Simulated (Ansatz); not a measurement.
InSb:
Space group F-43m (No. 216); a = b = c = 6.450 Å, α = β = γ = 90.00°

| atom | site | symmetry | x | y | z |
|---|---|---|---|---|---|
| Sb | 4c | -43m | 0.2500 | 0.2500 | 0.2500 |
| In | 4a | -43m | 0.0000 | 0.0000 | 0.0000 |
(The calculation used a cell of 2 atoms; values per cell refer to that cell.)

This is the LDA-relaxed structure.

**Question.** All from LDA (plane waves, PAW; program Ansatz), unless another level is named. Give the Hill bulk and shear moduli.

**Answer.** 46.4 and 22.1 GPa.

**Question.** And the zero-point energy?

**Answer.** 21.9 meV/atom.

**Question.** Next, the highest zone-centre frequency?

**Answer.** 22.1 meV.

The cell was relaxed with LDA under the symmetry of its start; phonons on a q-mesh show no instability. As this level gives no gap, shear constants depend on the k-mesh and smearing (Fermi–Dirac, 0.1 eV here). Scalar-relativistic: spin–orbit coupling is off unless named, which matters more the heavier the elements.

Potentials: the later of the program's two PAW sets.
